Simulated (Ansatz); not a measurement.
Electric field gradients in SrB2Te4

Theory: Ansatz 0.2.0, DFT PBE, scalar-relativistic, plane waves, PAW. Plane waves to 420 eV; Γ-centred k mesh 8×8×8; fixed occupations. No spin polarisation.

Equilibrium structure at this level:
```yaml
crystal:
  lattice:
    - [-4.07914, 4.07914, 3.05569]
    - [4.07914, -4.07914, 3.05569]
    - [4.07914, 4.07914, -3.05569]
  atoms:
    - { symbol: Sr, position: [0.00000, 0.00000, 0.00000] }
    - { symbol: B, position: [0.50000, 0.00000, 0.50000] }
    - { symbol: B, position: [0.00000, 0.50000, 0.50000] }
    - { symbol: Te, position: [0.89833, 0.39833, 0.79665] }
    - { symbol: Te, position: [0.10167, 0.89833, 0.50000] }
    - { symbol: Te, position: [0.39833, 0.60167, 0.50000] }
    - { symbol: Te, position: [0.60167, 0.10167, 0.20335] }
```

The cell was built by swapping an element in a database structure (itself possibly hypothetical) and relaxing; it need not be the stable form of this composition. Spin–orbit coupling is left out, which matters for gradients at heavy nuclei.

Give V_zz (10²¹ V/m²) and the asymmetry η at each distinct site.

Results:

```
       atom V_zz     η
Sr (atom 1)    2.21  0.00
 B (atom 2)  -0.159  0.87
Te (atom 4)  -42.60  0.61
```